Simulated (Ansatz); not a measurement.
Relaxed-ion elastic tensor of Mo (bcc (W type), space group No. 229) in GPa (Voigt order), plane-wave PAW PBE+D3(BJ) (Ansatz code); density 10.39 g/cm³, 15.34 Å³ per atom.

```csv
,1,2,3,4,5,6
1,492,169,169,0.0,0.0,0.0
2,169,492,169,0.0,0.0,0.0
3,169,169,492,0.0,0.0,0.0
4,0.0,0.0,0.0,111,0.0,0.0
5,0.0,0.0,0.0,0.0,111,0.0
6,0.0,0.0,0.0,0.0,0.0,111
```

Problem. Is the crystal mechanically stable?

Solution. Yes: the smallest eigenvalue of C is 111 GPa.

Problem. Work out the Voigt, Reuss and Hill averages.

Solution. K_V = 277, K_R = 277, K_H = 277; G_V = 131, G_R = 127, G_H = 129 GPa.

Problem. Give Young's modulus, Poisson's ratio, Pugh's ratio and the universal anisotropy index.

Solution. E = 9KG/(3K + G) = 335 GPa; ν = 0.30; K/G = 2.14 (ductile by the Pugh limit of 1.75); A_U = 5G_V/G_R + K_V/K_R − 6 = 0.17.

Problem. Estimate the sound speeds and the Debye temperature.

Solution. v_l = √((K + 4G/3)/ρ) = 6570 m/s, v_t = √(G/ρ) = 3530 m/s, mean 3940 m/s; Θ = (h/k)(3n/4πV)^(1/3) v_m = 472 K.

Problem. Give the Zener ratio and Young's modulus along [100], [110] and [111].

Solution. A = 2C44/(C11 − C12) = 0.69; 1/E = S11 − 2(S11 − S12 − S44/2)Γ with Γ = 0, 1/4, 1/3 gives 405, 316, 295 GPa.

Space group Im-3m (bcc (W type)). Symmetry was held in the PBE+D3(BJ) relaxation. No spin polarisation was allowed. The pairwise dispersion correction was not fitted to metals. As this level gives no gap, shear constants depend on the k-mesh and smearing (Fermi–Dirac, 0.1 eV here).

Potentials: the later of the program's two PAW sets.
